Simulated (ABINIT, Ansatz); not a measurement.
Given: the input of a run of Ansatz 0.2.0 on Ge2Sb2Te5. Atoms were shifted at random by some hundredths of an Å from the given cell, which wasn't relaxed again for these runs. The cell comes from a database or a generator and needn't be the stable form of this composition.

File input.yaml:

```yaml
crystal:
  lattice:
    - [6.839136, -3.066006, 0.0]
    - [6.839136, 3.066006, 0.0]
    - [-6.830977, 0.0, 6.847609]
  atoms:
    - { symbol: Te, position: [0.598148, 0.586877, 0.379458] }
    - { symbol: Te, position: [0.796383, 0.7958, 0.198903] }
    - { symbol: Te, position: [0.008326, 0.010666, 0.01025] }
    - { symbol: Te, position: [0.210418, 0.215754, 0.820569] }
    - { symbol: Te, position: [0.398253, 0.401926, 0.598775] }
    - { symbol: Sb, position: [0.906793, 0.906575, 0.593417] }
    - { symbol: Sb, position: [0.114159, 0.113226, 0.424877] }
    - { symbol: Ge, position: [0.289485, 0.284396, 0.195087] }
    - { symbol: Ge, position: [0.501196, 0.500425, 0.008241] }
hamiltonian:
  xc: pbe
  pseudopotentials: { kind: paw }
kpoints:
  mp_grid: { grid: [5, 5, 4] }
scf:
  occupations: { method: fermi_dirac, width: 0.05 }
output:
  forces: true
  stress: true
  eigenvalues: true
```

Potentials or basis: Ansatz PAW.

Launch:

```sh
$ ansatz run input.yaml --threads 4 --pin off --max-ram 11264MiB --backend cpu --events-out ev --progress --plain --runs-dir out
```

Q: Translate it to ABINIT 10.8.3 (patched build). Potentials or basis there: JTH PAW PBE v2.0, cutoff 599 eV.

A: As run (cutoffs and basis follow the program's own potentials, and thresholds, step limits or extra output files can differ):

The input run.abi:

```
# Pseudopotentials
pp_dirpath "./"
pseudos "Te.GGA_PBE-JTH.xml, Sb.GGA_PBE-JTH.xml, Ge.GGA_PBE-JTH.xml"

# Structure
acell 14.163390024 14.163390024 18.2778620627
rprim
     0.9125000404    -0.4090766142     0.0000000000
     0.9125000404     0.4090766142     0.0000000000
    -0.7062464773     0.0000000000     0.7079660397
ntypat 3
znucl 52 51 32
natom 9
typat 1 1 1 1 1 2 2 3 3
xcart
     5.5124782679    -0.0345569536     2.5983800159
     9.5304542557    -0.0017874815     1.3620099729
     0.0598713567     0.0071744540     0.0701879923
    -2.6906396985     0.0163602080     5.6189356695
     1.3823147522     0.0112614400     4.1001770790
     8.3482524916    -0.0006683893     4.0634875900
    -1.3472080755    -0.0028605836     2.9093915691
     2.5922153968    -0.0156029045     1.3358794970
     6.7939281580    -0.0023638906     0.0564311458 Angstrom
chkprim 0
chksymtnons 0
tolsym 1.0e-6

# Plane-wave basis
ecut 22.0
pawecutdg 44.0
pawxcdev 0

# k points
kptopt 1
ngkpt 5 5 4
nshiftk 1
shiftk 0.0 0.0 0.0

# Exchange and correlation
ixc 11

# Bands and occupations
nband 53
occopt 3
tsmear 0.00183747

# SCF cycle
nstep 100
tolvrs 1.0e-9

# Output
iomode 3
prtwf 0
prtden 0
prteig 0
prtebands 0
prtvol 2
```

Potentials or basis: JTH PAW PBE v2.0.

Command:

```sh
$ abinit run.abi > log 2>&1
```

Both were run:

|  | Ansatz | ABINIT |
| --- | --- | --- |
| Pressure | -0.1 GPa | -0.2 GPa |
| Largest force | 0.226 eV/Å | 0.231 eV/Å |

Ansatz's pressure holds a Pulay term of +0.03 GPa for its cutoff of 420 eV, which the other run lacks.

The potentials hold 138 and 88 valence electrons a cell.

Where Ansatz's input types no cutoff or centring, it takes its own default and a Γ-centred mesh.

Pressure is positive in compression.
